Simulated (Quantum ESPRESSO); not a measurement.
Kohn-Sham bands of CdS (wurtzite)

```
CdS
1.0
    4.16884     0.00000     0.00000
   -2.08442     3.61032     0.00000
    0.00000     0.00000     6.77962
Cd S
2 2
Direct
  0.66667   0.33333   0.50022
  0.33333   0.66667   0.00022
  0.66667   0.33333   0.87678
  0.33333   0.66667   0.37678
```

Materials Project entry mp-672; symmetrised, unrelaxed at this level. COD (Crystallography Open Database) has the formula in 2 space groups, this one among them (matched by group alone). Computed values, not measurements, from PBEsol: Quantum ESPRESSO (norm-conserving PseudoDojo potentials, cutoff 82 Ry, no spin polarisation, no spin-orbit coupling) on a Γ-centred 6×6×4 mesh, then Wannier90. Density: 12×12×6 mesh, Gaussian smearing 0.01 Ry.

Energies are relative to the valence-band maximum; weights are on the orthonormalised atomic waves of the pseudopotential files, averaged over the group. 52 electrons a cell are treated as valence.

Task: Into which isolated groups do the bands fall, where do they lie and what are they made of?

Result: 
```tsv
bands	from (eV)	to (eV)	filling	weight on atomic waves
1–2	-101.20	-101.20	filled	Cd 4s 100 %
3–8	-62.29	-62.29	filled	Cd 4p 100 %
9–10	-12.21	-11.67	filled	S 3s 84 %, Cd 5s 8 %, Cd 4d 8 %
11–20	-7.61	-6.58	filled	Cd 4d 95 %
21–26	-4.28	0.00	filled	S 3p 81 %, Cd 5s 9 %, Cd 4d 5 %
```

The Kohn-Sham gap over both meshes and the path is 1.02 eV.
